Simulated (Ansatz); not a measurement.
**NbB2: do energies and stresses tell the same story?**

These are results of Ansatz 0.2.0, DFT PBEsol, scalar-relativistic, plane waves, PAW, not measurements.

Settings: cutoff 420 eV, Γ-centred mesh 18×18×12 on the computed 3-atom cell, Gaussian smearing of 0.10 eV; no spin polarisation.

Relaxed cell: P6/mmm, a = 3.097 Å, b = 3.097 Å, c = 3.286 Å, α = 90.00°, β = 90.00°, γ = 120.00°, 3 atoms in the primitive cell. Whether it is the stable form of this composition wasn't checked.

Energies at zero smearing and pressures from the stress tensor, at volumes with shape and atoms relaxed:
```csv
V (Å³/atom),E − E(first) (meV/atom),P (GPa)
8.006,0.00,49.68
8.279,-71.14,34.29
8.552,-117.98,21.09
8.825,-143.96,9.75
9.098,-152.01,0.00
9.371,-144.64,-8.39
9.644,-124.03,-15.59
10.007,-79.10,-23.66
```

**Question.** Check P = −dE/dV between neighbouring volumes, and get the bulk modulus from the pressures alone.

**Answer.** With 1 eV/Å³ = 160.2 GPa:
| middle V (Å³/atom) | −ΔE/ΔV (GPa) | mean P (GPa) |
| --- | --- | --- |
| 8.142 | 41.763 | 41.984 |
| 8.415 | 27.495 | 27.688 |
| 8.688 | 15.248 | 15.417 |
| 8.961 | 4.727 | 4.873 |
| 9.234 | -4.323 | -4.194 |
| 9.507 | -12.098 | -11.991 |
| 9.825 | -19.782 | -19.625 |

The two differ by 0.22 GPa at most. The mean of two end pressures misses the average over a step by about ΔV² P″/12, up to 0.19 GPa here; with that taken off 0.03 GPa remains. The stress is the derivative of the free energy, not of the energy at zero smearing, and with free energies 0.00 GPa remains. Around V = 9.098 Å³/atom, the two neighbours give B = −V ΔP/ΔV = 9.098 × 18.13 / 0.546 = 302.2 GPa, against B0 = 300.8 GPa from the Birch–Murnaghan fit of the energies.